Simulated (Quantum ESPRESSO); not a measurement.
```xyz
5
Lattice="4.0032 2.3112 3.2956 -4.0032 2.3112 3.2956 0.0000 -4.6224 3.2956" Properties=species:S:1:pos:R:3 pbc="T T T"
Cl     1.9271    -3.3378     4.9433
Cl     1.9271     3.3378     4.9433
Cl    -3.8542     0.0000     4.9433
Cs     0.0000     0.0000     4.9433
Pb     0.0000     0.0000     0.0000
```

The geometry is that of Materials Project entry mp-675022, symmetrised and not relaxed again.

### Question
What does PBEsol (Quantum ESPRESSO, PseudoDojo norm-conserving, 58 Ry, with spin-orbit coupling) give for the electronic structure near the Fermi level?

### Answer
The PBEsol gap is direct, 0.83 eV at P1. 

The structure is a Materials Project entry; no match was found in the copy of COD used, and its stability was not checked.
